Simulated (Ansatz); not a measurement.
# SnSe: gradients before and after relaxing the atoms

Start: a computed structure from the Materials Project (it need not be an observed phase), atoms as given.

Space group Pnma (No. 62); a = 11.6645, b = 4.1263, c = 4.7009 Å.

| site | Wyckoff | site symmetry | x | y | z |
| --- | --- | --- | --- | --- | --- |
| Sn | 4c | .m. | 0.6188 | 0.7500 | 0.3766 |
| Se | 4c | .m. | 0.1486 | 0.2500 | 0.5092 |

One atom of each set is listed.

Computed with Ansatz: DFT, PBE, plane waves and PAW, scalar-relativistic, 420 eV cutoff, Γ-centred 3×8×7 k-points, Fermi–Dirac smearing 0.01 eV.

The largest force at the start is 0.21 eV/Å. Relaxing the ions at fixed cell moves them by 0.072 Å at most (atom 6, Se) and 0.053 Å rms. End positions:

Sn (0.6181, 0.7500, 0.3730)
Se (0.1457, 0.2500, 0.5227)

| site | moved (Å) | first shell before | first shell after | V_zz before (10²¹ V/m²) | η before |
| --- | --- | --- | --- | --- | --- |
| Sn | 0.019 | 3 Se at 2.77 Å | 3 Se at 2.80 Å | -10.70 | 0.36 |
| Se | 0.072 | 3 Sn at 2.77 Å | 3 Sn at 2.80 Å | -7.92 | 0.06 |

Task: What are V_zz and η after the relaxation?

Result: 

```tsv
site	V_zz after	η after	change of V_zz
Sn	-9.84	0.35	+0.86
Se	-6.74	0.17	+1.18
```

The largest change of V_zz is on Se, from -7.92 to -6.74. In per cent, |V_zz| changes by -8 on Sn, -15 on Se (all sites that start above 0.5).

Without spin–orbit coupling (the program notes it for Sn) the gradients can shift somewhat, as the gap is small.
